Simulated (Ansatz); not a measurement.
PtC (zinc blende) was relaxed and computed twice in Ansatz (plane waves, PAW), once with PBEsol and once with r²SCAN.

```
                                                                                             run 1                                                                      run 2
--------------------  ----------------------------------------------------------------------------  -------------------------------------------------------------------------
cell                  a = 4.6690 Å, b = 4.6690 Å, c = 4.6690 Å, α = 90.00°, β = 90.00°, γ = 90.00°  a = 4.696 Å, b = 4.696 Å, c = 4.696 Å, α = 90.00°, β = 90.00°, γ = 90.00°
ΔH_f (eV/atom)                                                                                0.88                                                                       0.89
B₀ by P(V) fit (GPa)                                                                           242                                                                        233
K_Hill (GPa)                                                                                   243                                                                        234
G_Hill (GPa)                                                                                  36.9                                                                       34.4
Θ_D (K)                                                                                        240                                                                        232
```

### Question
Which run used which functional?

### Answer
Run 1 is PBEsol, run 2 is r²SCAN.

Typed or built starts, not in the databases checked: PtC, zinc blende. All cells were relaxed under the symmetry of their starts (and spin orders); stability against distortions was not tested throughout. Rows with no word on spin ran without spin polarisation. Spin–orbit coupling is left out wherever it is not named.

Potentials: the later of the program's two PAW sets.

Ansatz (a first-principles code) is a plane-wave DFT program.

Formation energies count from the lowest solids of the elements computed at the same level, not from gases.
